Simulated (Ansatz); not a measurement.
An Ansatz (a first-principles code) run. Input:

Ansatz 0.2 input:
```yaml
crystal:
  lattice:
    - [5.5358390702, 0.0, 0.0]
    - [0.0, 3.0609649198, 0.0]
    - [0.0, 0.0, 6.3703619604]
  atoms:
    - { symbol: Si, position: [0.1850473564, 0.25, 0.4439323665] }
    - { symbol: Si, position: [0.8149526436, 0.75, 0.5560676335] }
    - { symbol: Si, position: [0.3149526436, 0.75, 0.9439323665] }
    - { symbol: Si, position: [0.6850473564, 0.25, 0.0560676335] }
    - { symbol: Rh, position: [0.0031256835, 0.25, 0.7980681329] }
    - { symbol: Rh, position: [0.9968743165, 0.75, 0.2019318671] }
    - { symbol: Rh, position: [0.4968743165, 0.75, 0.2980681329] }
    - { symbol: Rh, position: [0.5031256835, 0.25, 0.7019318671] }
kpoints:
  mp_grid: { grid: [8, 13, 7] }
basis: { xc_grid: 2 }
hamiltonian:
  xc: pbesol
  pseudopotentials: { kind: paw }
scf:
  occupations: { method: gaussian, width: 0.05 }
checkpoint: { read: metal.run }
output: { bader: true, populations: true }
```

Output (shortened):

```
Pseudopotentials: kind: paw
Pseudopotential: Si, paw, valence charge 4
Pseudopotential: Rh, paw, valence charge 17
Functional definition: PBEsol
Crystal: 8 atoms, lattice volume = 107.946 Å³
Basis set: ecut = 420 eV, 2093 PW (Γ), exchange–correlation on 80×48×90 points (8 copies of the dense FFT grid, shifted against one another)
Bands: 51, of which v1, the nominal top of the filled ones, is band 42 counted from 1 (41 counted from 0)
Symmetry: 8 space group operations
Space group: Pnma (ITA 62), of the structure as read, at distance tolerance 4.8e-5 Å
k-points: 140 of 728
PAW frozen core: Si, regenerated for the run's functional, and the local potential with it
PAW frozen core: Rh, regenerated for the run's functional, and the local potential with it
Initial density: read from a saved state, or passed on in memory by an earlier SCF of this step, an earlier step, the calling program or the single point that …
Stability of the state it starts from, as read at its close in the unpolarized treatment …
Initial wavefunctions: pseudopotential atomic-orbital guess
Eigensolver: davidson
Functional: x = pbesol(κ = 0.804, μ = 0.12345679012345678), c = pbesol(β = 0.046)
iter 1 solved again at ethr=2.52e-7 eV; its pass at ethr=3.10e-3 eV (dr2=2.12e-4 eV) is discarded
SCF iter   1: F=—  HF=-27848.056569 eV  |F-HF|=—  |Δ(HF+E_count)|=         —  Δρ=5.35e-7  dr2=1.15e-10  ethr=2.52e-7  ⟨swp⟩=3.0  Hψ=45964  notcnv=0
all-band conjugate gradients solve this SCF's bands
preconditioner: auto → Kerker (q_TF=auto, 2.617 Å⁻¹)
SCF iter   2: F=—  HF=-27848.056568 eV  |F-HF|=—  |Δ(HF+E_count)|=   2.64e-7  Δρ=2.48e-7  dr2=2.85e-11  ethr=1.00e-12  ⟨swp⟩=8.0  Hψ=29926  notcnv=0
SCF iter   3: F=-27848.056568 eV  HF=-27848.056568 eV  |F-HF|=0.00e0  |Δ(HF+E_count)|=  3.64e-12  Δρ=1.63e-7  dr2=1.19e-11  ethr=1.00e-12  ⟨swp⟩=1.0  Hψ=14862  notcnv=0
SCF 1 converged in 3 iterations: F = -27848.056568 eV  dr2 = 1.19e-11
SCF converged after 3 iterations
Free energy (F): -27848.056568 eV
Harris-Foulkes:  -27848.056568 eV  (|F-HF|=0.00e0)
Internal energy: -27848.054533 eV  (E = F + TS)
E sigma→0 (E₀):  -27848.055551 eV
Entropy (-TS):   -0.002036 eV (-0.254 meV/atom)
Fermi energy:    16.912592 eV
--- Per-component energies (eV) ---
  E_band       = -549.884516
  E_kinetic    = 2480.597945
  E_local      = -8693.005021  (includes V_loc(G=0)·N_el)
  E_nonlocal   = 1524.099410
  E_hartree    = 3276.125481
  E_xc         = -1112.678460
  E_vxc        = -1314.461783  (∫ρ·V_xc dr)
  E_paw        = -16092.472666  (= ΣΔE_a)
  E_vpaw       = -1099.369483  (= ΣTr[D̂ρ^β])
  E_aug_tail   = 0.003393  (compensation charges beyond the density's cutoff)
  E_ewald      = -9231.955656
  E_core_change = 1.231041  (= ΣΔE_core)
  E_smearing   = -0.002036  (= −TS)
  E_closure    =  0.000000  (closes the sum)
  Σ components = -27848.056568   (vs F -27848.056568, Δ=0.00e0)
  [band-id]    e_kinetic+e_local+e_nonlocal+2·e_hartree+e_vxc+e_vpaw+e_augmentation_tail = -549.884578   (vs E_band -549.884516, Δ=-6.17e-5)
--- Band table (eV; the first three rows and the last of 140) ---
  k-point 0: bands = ["-61.7745", "-61.7650", "-61.7542", "-61.7450", "-29.9245", "-29.9143", "-29.8072", "-29.8049", "-29.7280", "-29.7097", "-29.6636", "-29.6593", "-29.5955", "-29.5726", "-29.5694", "-29.5466", "4.5807", "6.6867", "8.0610", "9.3092", "10.0269", "10.6064", "11.8003", "12.0716", "12.1850", "12.2690", "12.9749", "13.0443", "13.0714", "13.1918", "13.6362", "13.9058", "13.9164", "13.9528", "14.2253", "14.2527", "14.6134", "15.0460", "15.2894", "15.6117", "15.7507", "16.2276", "17.0123", "18.9568", "19.0267", "19.6338", "21.7018", "21.9488", "22.5236", "22.6574", "22.9621"]
  k-point 1: bands = ["-61.7742", "-61.7658", "-61.7534", "-61.7453", "-29.9239", "-29.9147", "-29.8066", "-29.8046", "-29.7274", "-29.7110", "-29.6635", "-29.6596", "-29.5949", "-29.5765", "-29.5655", "-29.5472", "4.6552", "6.5211", "8.1496", "9.2448", "9.9130", "10.9260", "11.6722", "12.0275", "12.1961", "12.2755", "12.9171", "13.0101", "13.0362", "13.2027", "13.6912", "13.8678", "13.8750", "13.9448", "14.2055", "14.6202", "14.6611", "15.0211", "15.1745", "15.5932", "15.7388", "16.0725", "17.0731", "18.9670", "19.1620", "19.7660", "21.3946", "22.0877", "22.2798", "22.4648", "23.2143"]
  k-point 2: bands = ["-61.7732", "-61.7677", "-61.7516", "-61.7463", "-29.9224", "-29.9160", "-29.8054", "-29.8040", "-29.7256", "-29.7144", "-29.6631", "-29.6606", "-29.5930", "-29.5815", "-29.5605", "-29.5491", "4.8732", "6.1252", "8.3544", "9.0756", "9.9148", "11.1980", "11.4578", "12.0138", "12.2253", "12.2762", "12.9586", "12.9737", "13.0996", "13.2266", "13.4298", "13.7327", "14.0460", "14.1692", "14.2287", "14.8094", "14.9247", "14.9260", "15.0348", "15.5781", "15.6709", "15.7052", "17.2708", "18.6571", "19.6910", "20.1094", "21.1971", "21.7862", "21.9595", "22.4061", "23.6817"]
  k-point 139: bands = ["-61.7536", "-61.7536", "-61.7525", "-61.7525", "-29.8167", "-29.8167", "-29.8144", "-29.8144", "-29.7346", "-29.7346", "-29.7299", "-29.7299", "-29.6607", "-29.6607", "-29.6603", "-29.6603", "8.1979", "8.1979", "8.7374", "8.7374", "10.5783", "10.5783", "10.9384", "10.9384", "12.3865", "12.3865", "12.5579", "12.5579", "13.2538", "13.2538", "13.3121", "13.3121", "14.3316", "14.3316", "14.4863", "14.4863", "15.0135", "15.0135", "15.1249", "15.1249", "16.6943", "16.6943", "17.0444", "17.0444", "19.8651", "19.8651", "20.3324", "20.3324", "21.5465", "21.5465", "21.9984"]
  band table: 51 of 51 bands, residual norms ≤ 1.0e-3 eV
--- Löwdin populations: 8 sites ---
  site symbol       q [e]
     0     Si      3.9848
     1     Si      3.9848
     2     Si      3.9848
     3     Si      3.9848
     4     Rh     16.8370
     5     Rh     16.8370
     6     Rh     16.8370
     7     Rh     16.8370
  spilling = 0.008484 (of n_electrons = 84.000000)
--- Bader charges: 8 sites ---
  site symbol  charge [e]  shift [e]
     0     Si      0.8059     0.0040
     1     Si      0.8058     0.0040
     2     Si      0.8058     0.0040
     3     Si      0.8058     0.0040
     4     Rh     -0.8058     0.0040
     5     Rh     -0.8059     0.0040
     6     Rh     -0.8058     0.0040
     7     Rh     -0.8058     0.0040
  shift: an alarm, by how much a part of what the PAW files miss would move the charge. Where it is large, compare
  with a run on PAW files of another source; a small one proves nothing
  estimated error of the sums over rays = 4.6e-4 e
```

Cost: about 2.2 core-minutes (a rough figure) on shared cores.

The first step of the workflow began from a Materials Project structure, measured or hypothetical; the Crystallography Open Database copy checked does not list it. COD files the formula under space group No. 14, so this cell is another polymorph or a model. Whether it is the stable phase at ambient conditions was not checked. The PBEsol relaxation kept the symmetry of its start; whether a distortion lowers the energy is not shown. The run is not spin-polarised. Spin–orbit coupling is left out wherever it is not named.

Potentials: the later of the program's two PAW sets.

Ansatz is a plane-wave DFT program.
